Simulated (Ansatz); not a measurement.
## Elastic constants of In₂O: input and output

The calculation used Ansatz, DFT LDA, scalar-relativistic, plane waves, PAW.

Launched with:
```bash
ansatz run input.yaml --threads 2 --pin off --max-ram 7168MiB --backend cpu --events-out ev --progress --plain --runs-dir out
```

Input (bare energies are in eV):
```yaml
crystal:
  lattice:
    - [3.3082231579, 0.0, 0.0]
    - [-1.6541115789, 2.8650052961, 0.0]
    - [0.0, 0.0, 12.3299693089]
  atoms:
    - { symbol: In, position: [0.0, 0.0, 0.3829938122] }
    - { symbol: In, position: [0.0, 0.0, 0.6170061878] }
    - { symbol: In, position: [0.6666666667, 0.3333333333, 0.1141025484] }
    - { symbol: In, position: [0.3333333333, 0.6666666667, 0.8858974516] }
    - { symbol: O, position: [0.6666666667, 0.3333333333, 0.3024534068] }
    - { symbol: O, position: [0.3333333333, 0.6666666667, 0.6975465932] }
basis:
  ecutwfc: 420
kpoints:
  mp_grid: { grid: [12, 12, 4] }
hamiltonian:
  xc: lda
scf:
  occupations: { method: fermi_dirac, width: 0.15 }
output:
  forces: true
  stress: true
  eigenvalues: true
elastic:
  mode: clamped_ion
  amplitude: 0.005
  stencil: two_point
```

From the output:
```
--- Elastic constants: 3 strain directions × 2 members + reference (group order 12) ---
  dense FFT box of the reference and of every strained cell: 24×24×90
  strains applied: 11, 33, 23; error gains: componentwise 1.00 (the most a stress slope's error grows in a printed constant), spectral 1.41 (1 for all six strains in a standard setting)
  C = ∂σ_k/∂η_j (tension-positive GPa; Voigt order 11 22 33 23 13 12):
       124.114     62.751     46.259    -16.902     -0.000      0.000
        62.751    124.114     46.259     16.902      0.000     -0.000
        46.241     46.241    150.181     -0.000     -0.000     -0.000
       -16.906     16.906      0.000     28.906      0.000      0.000
        -0.000      0.000      0.000      0.000     28.906    -16.906
         0.000      0.000      0.000      0.000    -16.902     30.682
  reference stress σ⁰ (GPa):     -0.004     -0.004      0.007     -0.000     -0.000      0.000
  C* (energy form; C + prestress term) asymmetry max|C*_kj − C*_jk| = 6.638e-3 GPa — a small one proves nothing (zero by symmetry where the batch's group is 432, −43m or m−3m); a large one is finite-difference/SCF noise where every solve ...
  moduli (Voigt/Reuss/Hill, GPa): K = 78.77/78.70/78.73   G = 33.91/22.92/28.42   E = 76.09   ν = 0.339
  mechanically stable: yes (min eigenvalue of sym C = 12.87 GPa)
  strain η (Voigt 11):  stress-route row diagonal C_11 = 124.11 GPa, energy-path curvature d²(F+E_count+ΔE)/dδ²/Ω₀ = 124.00 GPa
         δ    σ_11 (GPa) F (eV) n_scf n_hpsi n_pw
    -5.000e-3      -0.6387      -22938.8174203      12  145709   2333
     5.000e-3       0.6024      -22938.8174915       9  107381   2349
  strain η (Voigt 33):  stress-route row diagonal C_33 = 150.18 GPa, energy-path curvature d²(F+E_count+ΔE)/dδ²/Ω₀ = 150.13 GPa
         δ    σ_33 (GPa) F (eV) n_scf n_hpsi n_pw
    -5.000e-3      -0.7581      -22938.8172138      12   62290   2321
     5.000e-3       0.7437      -22938.8172107       9   47032   2339
  strain η (Voigt 23):  stress-route row diagonal C_44 = 28.91 GPa, energy-path curvature d²(F+E_count+ΔE)/dδ²/Ω₀ = 28.91 GPa
         δ    σ_23 (GPa) F (eV) n_scf n_hpsi n_pw
    -5.000e-3      -0.1454      -22938.8183193       9  134780   2339
     5.000e-3       0.1436      -22938.8183297       7   95388   2339
```

It took 62 s on 2 threads of Intel(R) Xeon(R) 6975P-C (Granite Rapids) (shared host), peak memory 0.93 GiB.

The cell was built by swapping an element in a database structure (itself possibly hypothetical) and relaxing; it need not be the stable form of this composition. In a metal, frequencies and elastic constants depend on the k mesh and the smearing, soft modes and shear constants most. A semilocal functional can close a gap that the real compound has.

The least eigenvalue is 12.9 GPa; in a metal on this mesh the verdict on stability isn't firm within about 20 GPa or a tenth of the bulk modulus.

Clamped-ion constants are upper bounds: once the atoms relax, a strain can turn out softer or unstable.